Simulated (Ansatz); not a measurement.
## Na: relaxation of cell and atoms

Computed with DFT, LDA, all-electron LAPW, scalar-relativistic in Ansatz 0.2.0.

Command: `ansatz run input.yaml --threads 1 --pin off --max-ram 2048MiB --backend cpu --events-out ev --progress --plain --runs-dir out` The run took 4 s on 1 thread of Arm Neoverse V1 (shared host), peak memory 0.2 GiB.

```yaml
crystal:
  lattice:
    - [-2.1193722587, 2.1193722587, 2.1193722587]
    - [2.1193722587, -2.1193722587, 2.1193722587]
    - [2.1193722587, 2.1193722587, -2.1193722587]
  atoms:
    - { symbol: Na, position: [0.0, 0.0, 0.0] }
kpoints:
  mp_grid: { grid: [11, 11, 11] }
scf:
  occupations: { method: fermi_dirac, width: 0.05 }
hamiltonian:
  xc: lda
  pseudopotentials: { kind: all_electron, lapw: { basis_error: 0.001 } }
output:
  forces: true
  stress: true
relax:
  f_tol: 0.005
  max_steps: 80
  cell: {}
```

The cell comes from COD entry 8104233, which wasn't checked; take it as a given geometry. It is an old determination, and later ones may differ. The listed cell was then made from it by scaling, straining or moving an atom.

Each frame lists the cell vectors (Å), then Cartesian positions (Å); symmetry keeps all forces zero. Free energies count from the first step, -4400.3105 eV.

The walk took 5 evaluations in all; steps that aren't listed are left out.

Step 1: E = 0.0 meV, P = -0.96 GPa

```
cell -2.1194 2.1194 2.1194 2.1194 -2.1194 2.1194 2.1194 2.1194 -2.1194
Na    0.0000    0.0000    0.0000
```

Step 2:

```
cell -2.1029 2.1029 2.1029 2.1029 -2.1029 2.1029 2.1029 2.1029 -2.1029
Na    0.0000    0.0000    0.0000
```

Step 3: E = -15.5 meV, P = 0.24 GPa

```
cell -2.0092 2.0092 2.0092 2.0092 -2.0092 2.0092 2.0092 2.0092 -2.0092
Na    0.0000    0.0000    0.0000
```

(1) Give the energy, pressure of step 2.

(2) How does the relaxation end?

Results:

(1) E = -4.9 meV, P = -0.83 GPa
```
Na    0.0000    0.0000    0.0000
```

(2) It converges, with a = 4.057 Å, b = 4.057 Å, c = 4.057 Å, α = 90.00°, β = 90.00°, γ = 90.00° (conventional cell, space group Im-3m). The last solve (on a basis chosen afresh for the final cell, so its energy is not quite comparable) gives E = -16.1 meV, P = -0.04 GPa:
```
cell -2.0286 2.0286 2.0286 2.0286 -2.0286 2.0286 2.0286 2.0286 -2.0286
Na    0.0000    0.0000    0.0000
```
